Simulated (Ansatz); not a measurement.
K2Pt:
```
CELL_PARAMETERS angstrom
      0.00000     3.77386     3.77386
      3.77386     0.00000     3.77386
      3.77386     3.77386     0.00000
ATOMIC_POSITIONS crystal
  K  0.75000 0.75000 0.75000
  K  0.25000 0.25000 0.25000
  Pt 0.00000 0.00000 0.00000
```

Relaxed with r²SCAN. 

Q: HSE06 on this cell (Ansatz, a first-principles code, PAW) gives a gap of 2.24 eV. What does r²SCAN give?

A: 1.57 eV.

Cost on shared cores: the r²SCAN run (SCF on a 7×7×7 mesh, then bands and DOS) very roughly 40 core-seconds, the HSE06 run (SCF on 5×5×5, then a few points) very roughly 3 core-minutes; the tasks are unlike.

Space group Fm-3m (fluorite or antifluorite type). The workflow started from a Materials Project entry (that database holds measured and hypothetical structures alike); the Crystallography Open Database copy checked does not list it. Whether it is the stable phase at ambient conditions was not checked. The r²SCAN relaxation kept the symmetry of its start; its stability against distortions is not shown here. No spin polarisation was allowed. Scalar-relativistic: spin–orbit coupling is off unless named, which matters more the heavier the elements.

Potentials: the later of the program's two PAW sets.

Ansatz is a plane-wave DFT program.
